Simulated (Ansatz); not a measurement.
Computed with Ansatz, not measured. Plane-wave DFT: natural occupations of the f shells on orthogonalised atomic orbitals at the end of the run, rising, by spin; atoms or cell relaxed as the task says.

```
cell
1.0
     2.0386   -7.7546    0.0000
     2.0386    7.7546    0.0000
     0.0000    0.0000    6.5794
Al Gd Ni
8 2 2
Direct
  0.5000 0.5000 0.0000
  0.5000 0.5000 0.5000
  0.0776 0.9224 0.7500
  0.9224 0.0776 0.2500
  0.6901 0.3099 0.9470
  0.3099 0.6901 0.0530
  0.6901 0.3099 0.5530
  0.3099 0.6901 0.4470
  0.8836 0.1164 0.7500
  0.1164 0.8836 0.2500
  0.2259 0.7741 0.7500
  0.7741 0.2259 0.2500
```

Starting moments (μB): Gd number 1 7, Gd number 2 7, Ni number 1 0.8, Ni number 2 0.8; others 0.

| quantity | value |
| --- | --- |
| cell charge | 0 e |
| spin | collinear |
| scf start | atoms |
| lower state search | off |
| functional | PBEsol |
| wave cutoff | 420 eV |
| k mesh | 4, 4, 4 |
| k shift | 0, 0, 0 mesh steps |
| gaussian smearing | 0.1 eV |
| task | single point |

Results:

```tsv
shell atom	shell element	shell spin	shell occupation 1 (e)	shell occupation 2 (e)	shell occupation 3 (e)	shell occupation 4 (e)	shell occupation 5 (e)	shell occupation 6 (e)	shell occupation 7 (e)
9	Gd	up	1	1	1	1	1	1	1
9	Gd	down	0.01	0.01	0.01	0.02	0.02	0.02	0.03
10	Gd	up	1	1	1	1	1	1	1
10	Gd	down	0.01	0.01	0.01	0.02	0.02	0.02	0.03
```

Caveats: Gd without a U keeps its half-filled shell, but its 4f levels lie too near the Fermi level; coarse k mesh; occupations loosely converged; open f or d shells may hold a state above the lowest.
